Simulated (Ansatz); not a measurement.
YOF:
```
CELL_PARAMETERS angstrom
      1.88711     1.08952     6.27304
     -1.88711     1.08952     6.27304
      0.00000    -2.17904     6.27304
ATOMIC_POSITIONS crystal
  Y  0.74126 0.74126 0.74126
  Y  0.25874 0.25874 0.25874
  O  0.62153 0.62153 0.62153
  O  0.37847 0.37847 0.37847
  F  0.13015 0.13015 0.13015
  F  0.86985 0.86985 0.86985
```

Plane-wave PAW PBEsol (Ansatz code) gives a gap of 4.96 eV without spin–orbit coupling, maximum off the standard path, at k = (-0.047, 0.281, -0.380) in fractions of the reciprocal vectors, minimum off the standard path, at k = (-0.016, 0.323, -0.349) in fractions of the reciprocal vectors.

Q: What happens when spin–orbit coupling is switched on?

A: The gap is nearly the same, to 4.96 eV; maximum off the standard path, at k = (-0.047, 0.281, -0.380) in fractions of the reciprocal vectors, minimum off the standard path, at k = (-0.016, 0.323, -0.349) in fractions of the reciprocal vectors.

Space group R-3m. The first step of the workflow began from a Materials Project structure, measured or hypothetical; the Crystallography Open Database files this formula in space group No. 166, but the cells were not matched. Its standing as an ambient phase is unchecked. The PBEsol relaxation kept the symmetry of its start; its stability against distortions is not shown here. No spin polarisation was allowed.

Potentials: the earlier of the program's two PAW sets. The files were generated under PBE; for other functionals the program regenerates the frozen cores, and for LDA and PBEsol the local potential too.
